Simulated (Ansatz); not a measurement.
## Where the states of Si$_{2}$W lie

Space group I4/mmm (No. 139). a = 3.212 Å, b = 3.212 Å, c = 7.880 Å, α = 90.00°, β = 90.00°, γ = 90.00°
```tsv
atom	site	symmetry	x	y	z
Si	4e	4mm	0.0000	0.0000	0.3330
W	2a	4/mmm	0.0000	0.0000	0.0000
```

The runs use the primitive cell with vectors (-1.606, 1.606, 3.940), (1.606, -1.606, 3.940), (1.606, 1.606, -3.940) Å, to which the k mesh refers.

The cell comes from COD entry 1010283, which wasn't checked; take it as a given geometry. It differs from other determinations.

No spin–orbit coupling, which matters for the heavy atoms here.

The calculation used DFT, LDA, all-electron LAPW, scalar-relativistic in Ansatz 0.2.0.

Numerical set-up: a Γ-centred 11×11×14 k mesh, Fermi–Dirac smearing of 0.05 eV, basis error target 1 meV/atom, no spin polarisation; this mesh doesn't keep the crystal's whole symmetry, which leaves small spurious terms.

States per eV and cell, averaged over 0.4 eV, from -12.6 to 4.4 eV, with energies (bin centres) from the Fermi level; empty bins are left out. The partial columns, the largest 4 alone, are projections on Löwdin-orthogonalised atomic shells (those that the program's projection atoms carry: the occupied ones and, for some elements, an empty d or f shell; other empty shells have no column), summed over atoms of an element. Weights on diffuse s and p shells depend on that basis and aren't pure angular character.

```json
{"E (eV)": "-12.5", "total": "0.33", "W 5d": "0.01", "Si 3p": "0.08", "Si 3s": "0.16", "W 6s": "0.06"}
{"E (eV)": "-12.1", "total": "0.40", "W 5d": "0.01", "Si 3p": "0.12", "Si 3s": "0.20", "W 6s": "0.06"}
{"E (eV)": "-11.7", "total": "0.48", "W 5d": "0.02", "Si 3p": "0.15", "Si 3s": "0.25", "W 6s": "0.05"}
{"E (eV)": "-11.3", "total": "0.50", "W 5d": "0.03", "Si 3p": "0.16", "Si 3s": "0.25", "W 6s": "0.04"}
{"E (eV)": "-10.9", "total": "0.53", "W 5d": "0.05", "Si 3p": "0.18", "Si 3s": "0.25", "W 6s": "0.04"}
{"E (eV)": "-10.5", "total": "0.62", "W 5d": "0.07", "Si 3p": "0.21", "Si 3s": "0.28", "W 6s": "0.04"}
{"E (eV)": "-10.1", "total": "0.75", "W 5d": "0.10", "Si 3p": "0.25", "Si 3s": "0.34", "W 6s": "0.04"}
{"E (eV)": "-9.7", "total": "0.76", "W 5d": "0.14", "Si 3p": "0.22", "Si 3s": "0.35", "W 6s": "0.03"}
{"E (eV)": "-9.3", "total": "0.97", "W 5d": "0.20", "Si 3p": "0.26", "Si 3s": "0.45", "W 6s": "0.03"}
{"E (eV)": "-8.9", "total": "0.94", "W 5d": "0.18", "Si 3p": "0.30", "Si 3s": "0.41", "W 6s": "0.03"}
{"E (eV)": "-8.5", "total": "0.78", "W 5d": "0.18", "Si 3p": "0.26", "Si 3s": "0.31", "W 6s": "0.02"}
{"E (eV)": "-8.1", "total": "0.68", "W 5d": "0.17", "Si 3p": "0.23", "Si 3s": "0.25", "W 6s": "0.01"}
{"E (eV)": "-7.7", "total": "0.59", "W 5d": "0.16", "Si 3p": "0.22", "Si 3s": "0.19", "W 6s": "0.01"}
{"E (eV)": "-7.3", "total": "0.62", "W 5d": "0.16", "Si 3p": "0.27", "Si 3s": "0.15", "W 6s": "0.03"}
{"E (eV)": "-6.9", "total": "0.61", "W 5d": "0.15", "Si 3p": "0.31", "Si 3s": "0.10", "W 6s": "0.04"}
{"E (eV)": "-6.5", "total": "1.10", "W 5d": "0.27", "Si 3p": "0.66", "Si 3s": "0.08", "W 6s": "0.06"}
{"E (eV)": "-6.1", "total": "1.22", "W 5d": "0.28", "Si 3p": "0.79", "Si 3s": "0.06", "W 6s": "0.06"}
{"E (eV)": "-5.7", "total": "1.11", "W 5d": "0.30", "Si 3p": "0.65", "Si 3s": "0.09", "W 6s": "0.05"}
{"E (eV)": "-5.3", "total": "0.81", "W 5d": "0.23", "Si 3p": "0.43", "Si 3s": "0.12", "W 6s": "0.02"}
{"E (eV)": "-4.9", "total": "0.78", "W 5d": "0.23", "Si 3p": "0.38", "Si 3s": "0.12", "W 6s": "0.04"}
{"E (eV)": "-4.5", "total": "1.36", "W 5d": "0.50", "Si 3p": "0.57", "Si 3s": "0.18", "W 6s": "0.08"}
{"E (eV)": "-4.1", "total": "1.49", "W 5d": "0.64", "Si 3p": "0.55", "Si 3s": "0.18", "W 6s": "0.08"}
{"E (eV)": "-3.7", "total": "1.30", "W 5d": "0.61", "Si 3p": "0.46", "Si 3s": "0.14", "W 6s": "0.05"}
{"E (eV)": "-3.3", "total": "1.94", "W 5d": "0.98", "Si 3p": "0.67", "Si 3s": "0.19", "W 6s": "0.05"}
{"E (eV)": "-2.9", "total": "3.06", "W 5d": "1.72", "Si 3p": "1.07", "Si 3s": "0.16", "W 6s": "0.03"}
{"E (eV)": "-2.5", "total": "4.32", "W 5d": "2.33", "Si 3p": "1.69", "Si 3s": "0.14", "W 6s": "0.02"}
{"E (eV)": "-2.1", "total": "2.49", "W 5d": "1.24", "Si 3p": "1.07", "Si 3s": "0.08", "W 6s": "0.01"}
{"E (eV)": "-1.7", "total": "1.19", "W 5d": "0.69", "Si 3p": "0.41", "Si 3s": "0.05", "W 6s": "0.00"}
{"E (eV)": "-1.3", "total": "0.90", "W 5d": "0.60", "Si 3p": "0.23", "Si 3s": "0.04", "W 6s": "0.00"}
{"E (eV)": "-0.9", "total": "0.81", "W 5d": "0.62", "Si 3p": "0.14", "Si 3s": "0.02", "W 6s": "0.00"}
{"E (eV)": "-0.5", "total": "0.78", "W 5d": "0.66", "Si 3p": "0.09", "Si 3s": "0.01", "W 6s": "0.00"}
{"E (eV)": "-0.1", "total": "0.26", "W 5d": "0.18", "Si 3p": "0.07", "Si 3s": "0.00", "W 6s": "0.00"}
{"E (eV)": "0.3", "total": "0.49", "W 5d": "0.26", "Si 3p": "0.14", "Si 3s": "0.07", "W 6s": "0.00"}
{"E (eV)": "0.7", "total": "0.72", "W 5d": "0.34", "Si 3p": "0.22", "Si 3s": "0.12", "W 6s": "0.01"}
{"E (eV)": "1.1", "total": "0.91", "W 5d": "0.44", "Si 3p": "0.28", "Si 3s": "0.13", "W 6s": "0.01"}
{"E (eV)": "1.5", "total": "1.45", "W 5d": "0.67", "Si 3p": "0.41", "Si 3s": "0.24", "W 6s": "0.04"}
{"E (eV)": "1.9", "total": "1.85", "W 5d": "0.88", "Si 3p": "0.45", "Si 3s": "0.27", "W 6s": "0.09"}
{"E (eV)": "2.3", "total": "2.59", "W 5d": "1.27", "Si 3p": "0.62", "Si 3s": "0.39", "W 6s": "0.11"}
{"E (eV)": "2.7", "total": "2.15", "W 5d": "0.98", "Si 3p": "0.56", "Si 3s": "0.31", "W 6s": "0.13"}
{"E (eV)": "3.1", "total": "1.95", "W 5d": "0.82", "Si 3p": "0.41", "Si 3s": "0.20", "W 6s": "0.29"}
{"E (eV)": "3.5", "total": "1.68", "W 5d": "0.53", "Si 3p": "0.44", "Si 3s": "0.22", "W 6s": "0.21"}
{"E (eV)": "3.9", "total": "1.90", "W 5d": "0.63", "Si 3p": "0.55", "Si 3s": "0.25", "W 6s": "0.14"}
{"E (eV)": "4.3", "total": "2.67", "W 5d": "0.77", "Si 3p": "0.87", "Si 3s": "0.36", "W 6s": "0.22"}
```

Which of the resolved shells contributes most within 0.3 eV of the Fermi level?

W 5d, with 65 % of all states there; Si 3p follows with 28 %.

Where is the centre of the filled W 5d states between -14 eV and the top of the filled states?

-3.53 eV from the Fermi level.
